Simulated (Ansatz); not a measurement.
CoSn:
```yaml
crystal:
  lattice:
    - [5.29498, 0.00000, 0.00000]
    - [-2.64749, 4.58559, 0.00000]
    - [0.00000, 0.00000, 4.23285]
  atoms:
    - { symbol: Co, position: [0.00000, 0.50000, 0.00000] }
    - { symbol: Co, position: [0.50000, 0.00000, 0.00000] }
    - { symbol: Co, position: [0.50000, 0.50000, 0.00000] }
    - { symbol: Sn, position: [0.66667, 0.33333, 0.50000] }
    - { symbol: Sn, position: [0.33333, 0.66667, 0.50000] }
    - { symbol: Sn, position: [0.00000, 0.00000, 0.00000] }
```

Relaxed with PBE. Special points in fractions of this cell's reciprocal vectors: Γ (0.000, 0.000, 0.000); M (0.500, 0.000, 0.000); K (0.333, 0.333, 0.000); A (0.000, 0.000, 0.500); L (0.500, 0.000, 0.500); H (0.333, 0.333, 0.500).

Problem. List the band energies nearest the Fermi level at these points for the program Ansatz at the PBE level (PAW).

Solution. In eV from the Fermi level; about four levels below and three above (degenerate sets whole), none deeper than 8.9 eV; points with the same levels are listed once.

```json
[
 {"k": "Γ", "below": "-0.43 -0.43 -0.39 -0.39", "above": "0.51 0.59 1.36 1.36"},
 {"k": "M", "below": "-0.92 -0.63 -0.41 -0.40", "above": "0.72 0.99 1.63"},
 {"k": "K", "below": "-0.96 -0.96 -0.58 -0.17", "above": "1.05 1.32 1.32"},
 {"k": "A", "below": "-0.48 -0.48 -0.39 -0.39 -0.13", "above": "0.52 1.20 1.55"},
 {"k": "L", "below": "-0.48 -0.43 -0.39 -0.14", "above": "0.44 1.24 3.90"},
 {"k": "H", "below": "-0.60 -0.60 -0.48 -0.12", "above": "1.29 3.33 3.33"}
]
```

Space group P6/mmm. The cell was relaxed with PBE under the symmetry of its start. The run is not spin-polarised. Spin–orbit coupling is left out wherever it is not named.

Potentials: the later of the program's two PAW sets.
